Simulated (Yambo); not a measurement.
Yambo run on AlBO$_{3}$ (space group R-3c, No. 167). The wavefunctions are LDA (Quantum ESPRESSO, PseudoDojo norm-conserving, 84 Ry, scalar-relativistic) ones on a 4×4×4 mesh (24 occupied bands); a = 5.314 Å, b = 5.314 Å, c = 5.314 Å, α = 50.16°, β = 50.16°, γ = 50.16°.

Yambo input:

```
rim_cut
gw0
dyson
el_el_corr
HF_and_locXC
ppa
em1d
RandQpts= 1000000
RandGvec= 1 Ry
EXXRLvcs= 84 Ry
VXCRLvcs= 336 Ry
Chimod= "HARTREE"
% BndsRnXp
 1 | 125 |
%
NGsBlkXp= 1 Ry
% LongDrXp
 1.0 | 1.0 | 1.0 |
%
PPAPntXp= 27.2114 eV
% GbndRnge
 1 | 125 |
%
GTermKind= "BG"
DysSolver= "n"
ExtendOut
% QPkrange
 1 | 1 | 24 | 24 |
 8 | 8 | 24 | 25 |
%
```

k points by index: 1 = Γ, 8 = (0.25, 0.25, 0.25).

Table of the .qp output:

```
#    K-point    Band    Eo [eV]    E [eV]    E-Eo [eV]    Vxc [eV]    Vnlxc [eV]    Sc|Eo [eV]    Sc|E [eV]    dSc/dw|Eo [eV]    Re(Z)    Im(Z)
#
    1    24    0.000000    -1.797187    -1.797187    -20.38100    -26.30937    3.818742    4.131180    -4.730394    0.851905    -0.874006E-3
    8    24    -0.195300    -1.995513    -1.800213    -20.23582    -26.17868    3.828804    4.142646    -4.743671    0.851551    -0.878223E-3
    8    25    5.663934    7.419904    1.755970    -11.90369    -6.140470    -3.734947    -4.007246    -4.219495    0.865753    -0.744742E-3
```
(The two width columns are left out.) Convergence of these settings isn't established.

Geometry of the Materials Project entry, not relaxed at this level.
